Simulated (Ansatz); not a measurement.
TiNF:
```cif
data_F2N2Ti2
_chemical_formula_sum 'Ti2 N2 F2'
_space_group_name_H-M_alt 'Pmmn :1'
_space_group_IT_number 59
_space_group_name_Hall 'P 2 2ab -1ab'
_cell_length_a 3.01308
_cell_length_b 3.88598
_cell_length_c 5.63267
_cell_angle_alpha 90.000
_cell_angle_beta 90.000
_cell_angle_gamma 90.000
loop_
_space_group_symop_operation_xyz
  'x, y, z'
  '-x, -y, z'
  'x+1/2, -y+1/2, -z'
  '-x+1/2, y+1/2, -z'
  '-x+1/2, -y+1/2, -z'
  'x+1/2, y+1/2, -z'
  '-x, y, z'
  'x, -y, z'
loop_
_atom_site_label
_atom_site_type_symbol
_atom_site_symmetry_multiplicity
_atom_site_Wyckoff_symbol
_atom_site_fract_x
_atom_site_fract_y
_atom_site_fract_z
_atom_site_occupancy
Ti1 Ti 2 b 0.00000 0.50000 0.14301 1
N1 N 2 a 0.00000 0.00000 0.08324 1
F1 F 2 a 0.00000 0.00000 0.62405 1
```

Relaxed with LDA.

Q: Which orbitals make up the states near the band edges in plane-wave PAW LDA (Ansatz code)?

A: Top 1 eV of the valence band: N 2p 77 %, Ti 3d 18 %. Bottom 1 eV of the conduction band: Ti 3d 84 %, N 2p 9 %. Projections are on Löwdin-orthogonalised atomic valence shells; empty p or d shells of many metals are not among them.

Q: Tabulate the density of states.

A: States/eV per cell of 6 atoms, in 0.25 eV bins, energy from the valence-band maximum.

```
E (eV)  total  Ti 3d  F 2p  N 2p
------  -----  -----  ----  ----
-7.90    0.00   0.00  0.00  0.00
-7.65    0.00   0.00  0.00  0.00
-7.40    0.00   0.00  0.00  0.00
-7.15    0.00   0.00  0.00  0.00
-6.90    0.28   0.05  0.16  0.05
-6.65    2.39   0.40  1.50  0.34
-6.40   10.02   1.30  7.64  0.66
-6.15    3.40   0.45  2.55  0.26
-5.90    6.72   1.06  4.64  0.75
-5.65    7.64   1.12  5.15  1.05
-5.40    9.92   1.21  6.85  1.46
-5.15    4.85   0.82  3.17  0.72
-4.90    4.81   0.93  2.45  1.28
-4.65    3.92   0.80  1.84  1.15
-4.40    3.31   0.67  1.29  1.22
-4.15    3.02   0.62  0.93  1.36
-3.90    2.48   0.50  0.71  1.17
-3.65    3.36   0.70  0.95  1.59
-3.40    3.27   0.77  0.70  1.70
-3.15    4.36   1.12  0.79  2.34
-2.90    2.75   0.71  0.45  1.51
-2.65    3.43   0.80  0.54  1.95
-2.40    4.07   0.88  0.71  2.32
-2.15    2.77   0.58  0.38  1.69
-1.90    2.47   0.49  0.23  1.63
-1.65    2.92   0.51  0.20  2.08
-1.40    2.42   0.27  0.13  1.90
-1.15    0.69   0.10  0.03  0.52
-0.90    0.26   0.06  0.00  0.19
-0.65    0.21   0.04  0.00  0.16
-0.40    0.20   0.03  0.00  0.16
-0.15    0.08   0.01  0.00  0.07
0.10     0.00   0.00  0.00  0.00
0.35     0.00   0.00  0.00  0.00
0.60     0.06   0.06  0.00  0.00
0.85     0.42   0.35  0.01  0.05
1.10     2.80   2.31  0.13  0.29
1.35     4.70   3.98  0.21  0.40
1.60     6.41   5.32  0.22  0.68
1.85     4.97   4.24  0.21  0.42
2.10    10.86   9.65  0.37  0.70
2.35     8.76   7.48  0.38  0.71
2.60     4.09   3.01  0.13  0.74
2.85     4.00   2.82  0.09  0.88
3.10     0.93   0.62  0.02  0.23
3.35     0.00   0.00  0.00  0.00
3.60     0.00   0.00  0.00  0.00
3.85     0.28   0.18  0.01  0.05
4.10     0.86   0.54  0.03  0.18
4.35     1.80   1.13  0.07  0.38
4.60     2.70   1.69  0.12  0.58
4.85     6.28   3.94  0.28  1.13
5.10     5.09   3.10  0.22  1.15
5.35     4.13   2.44  0.19  1.11
```

The first step of the workflow began from a Materials Project structure, measured or hypothetical; the Crystallography Open Database copy checked does not list it. Its standing as an ambient phase is unchecked. The cell was relaxed with LDA under the symmetry of its start; its stability against distortions is not shown here. The run is not spin-polarised. A crystal of weakly bound layers computed without a dispersion correction: the cell and the soft elastic constants depend strongly on that.

Potentials: the later of the program's two PAW sets.
